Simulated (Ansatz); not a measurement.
## Zn₃Ga₄Ru₄, a known structure type with other elements, at an estimated volume

```xyz
11
Lattice="-3.4954 3.4954 3.4954 3.4954 -3.4954 3.4954 3.4954 3.4954 -3.4954" Properties=species:S:1:pos:R:3 pbc="T T T"
Zn    3.4954    0.0000    0.0000
Zn    0.0000    3.4954    0.0000
Zn    0.0000    0.0000    3.4954
Ga    2.0273    2.0273    2.0273
Ga   -1.4681    1.4681    1.4681
Ga    1.4681    1.4681   -1.4681
Ga    1.4681   -1.4681    1.4681
Ru    0.8389    0.8389    0.8389
Ru   -2.6565    2.6565    2.6565
Ru    2.6565    2.6565   -2.6565
Ru    2.6565   -2.6565    2.6565
```

Level: r2SCAN, no spin polarisation; 500 eV; 7×7×7 Γ-centred mesh; fermi-dirac occupations (width 0.1 eV); Ansatz 0.2.0, fixed geometry.

Task: What does the stress say?

Result: The pressure is 33.3 GPa (compression positive), so with the atoms held at these fractions the cell would first expand; the forces are large, so a full relaxation may end otherwise.

Task: Is there a gap?

Result: It is a metal, with about 6 states/eV a cell as the mean within 0.25 eV of the Fermi level, mostly Ru d (56 %) and Ga p (20 %).

Task: What is the formation energy?

Result: 0.78 eV an atom against the elements' usual phases (free molecules for gases, crystals otherwise, with no correction for O₂ or N₂), so at this geometry it isn't bound against them. Relaxing would lower it.

Task: Describe some of the short contacts.

Result: Ga–Ru at 2.06 Å: least valence density 0.95 e/Å³ and ELF 0.40 there. Ru–Ru at 2.37 Å: least valence density 0.69 e/Å³ and ELF 0.27 there. Zn–Ga at 2.90 Å: least valence density 0.17 e/Å³ and ELF 0.27 there. Both are smooth PAW fields, read partly inside the augmentation spheres.

Origin: a known structure type with other elements, at an estimated volume, so it need not be a known compound. Caveats: atoms or cell far from equilibrium.
